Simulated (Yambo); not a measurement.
G0W0@PBEsol for Cs2WO2F4 (space group C2/m, No. 12) in Yambo. Reference settings: 2×2×2 Γ-centred k mesh, bands 2 to 320 and a 8 Ry block in the screening, 320 bands in G with the Bruneval-Gonze terminator, plasmon pole fitted at 27.2 eV. The PBEsol gap (0, -0.5, -0.5) → (-0.5, -0.5, 0) on this mesh is 2.41 eV; G0W0 gaps are taken between the same points.

The settings were changed. The gap went from 5.49 eV to 5.54 eV, and the shift of the valence edge from -1.24 eV to -1.19 eV.

**Question.** Name the change that produced these shifts.
A. 121 bands in W, 121 bands in G
B. 1 Ry block
C. no terminator
D. 206 bands in W, 206 bands in G

**Answer.** D, 206 bands in W, 206 bands in G. The others gave (gap, valence shift): 121 bands in W, 121 bands in G: 5.63, -1.10 eV; no terminator: 5.52, -1.05 eV; 1 Ry block: 6.55, -1.91 eV.

Spin-orbit coupling is not included.

Geometry of the Materials Project entry, not relaxed at this level; primitive cell a = 6.343 Å, b = 6.343 Å, c = 4.970 Å, α = 91.21°, β = 91.21°, γ = 58.62°.

The structure is a Materials Project entry; no match was found in the copy of COD used, and its stability was not checked.

A shift is the quasiparticle energy of the state minus its PBEsol energy.
